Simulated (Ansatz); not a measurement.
Values for one crystal, relaxed and computed with PBEsol (plane waves, PAW; program Ansatz); other levels are named.

| Property | Result |
|---|---|
| Volume per atom | 17.61 Å³ |
| Electronic character | metallic (no gap) |
| Elastic constants (relaxed ions, GPa) | C11 = 161, C12 = 92.0, C13 = 59.5, C33 = 200, C44 = -61.4 |
| Density of states at the Fermi level | 0.28 states/eV per atom (mean over ±0.08 eV) |
| Mechanical stability | unstable (C has a negative eigenvalue) |

**Question.** Which compound is it?
(A) Sr, diamond
(B) Au, diamond
(C) Ag, P6/mmm (Ag on 2e, Ag on 2d, Ag on 3f)
(D) Re, 9R (Sm type)

**Answer.** C, Ag, P6/mmm (Ag on 2e, Ag on 2d, Ag on 3f)

The start of the workflow was typed in or built on a structure type; neither database checked (COD, Materials Project) lists it. It is not the phase usual at ambient conditions (space group No. 225). The cell was relaxed with PBEsol under the symmetry of its start. The run is not spin-polarised. As this level gives no gap, shear constants depend on the k-mesh and smearing (Fermi–Dirac, 0.1 eV here). Scalar-relativistic: spin–orbit coupling is off unless named, which matters more the heavier the elements.

Potentials: the later of the program's two PAW sets.
